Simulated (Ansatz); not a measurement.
The elements of this relaxed trial crystal are hidden behind letters.

```
lattice vectors (Å)
   2.0413   -6.1661    0.0000
   2.0413    6.1661    0.0000
   0.0000    0.0000    4.0954
fractional positions
X 0.5000 0.5000 0.5000
Z 0.0000 0.0000 0.0000
Z 0.3301 0.6699 0.0000
Z 0.6699 0.3301 0.0000
Z 0.8308 0.1692 0.5000
Z 0.1692 0.8308 0.5000
```

Theory: DFT PBE, scalar-relativistic, plane waves, PAW (Ansatz 0.2.0). Cutoff 420 eV, Γ-centred 10×10×10 mesh (6-atom cell), Gaussian smearing of 0.10 eV, no spin polarisation.

| Property | Result |
| --- | --- |
| Space group | Cmmm (No. 65) |
| Conventional cell | a = 4.083 Å, b = 12.332 Å, c = 4.095 Å |
| Volume per atom | 17.18 Å³ |
| Density | 2.90 g/cm³ |
| Formation energy | −0.24 eV/atom |
| Gap on the 10×10×10 mesh of the 6-atom cell | 0 eV (a metal) |

Energies are uncorrected and count from the elements' standard states at the same level.

Question: X is a d-block element of period 4 and Z is a p-block element of period 3. Which elements are they?

Answer: X = Sc, Z = Al, so the formula is ScAl5. Density times volume gives a mean mass of 2.90 × 17.18/1.6605 = 30.0 u per atom, and this set has 30.0 u. Among the elements that the hints allow, noble gases aside, only these give it. Sc has 12 Al at 2.89–2.93 Å; Al on a site of symmetry mmm has 4 Sc at 2.89 Å and 8 Al at 2.92–2.93 Å; Al on a site of symmetry m2m has 10 Al at 2.84–2.93 Å and 2 Sc at 2.93 Å; 1 more site not described.

A later test with randomly moved atoms came back to the same energy, though modes that don't fit the test's cell weren't probed.
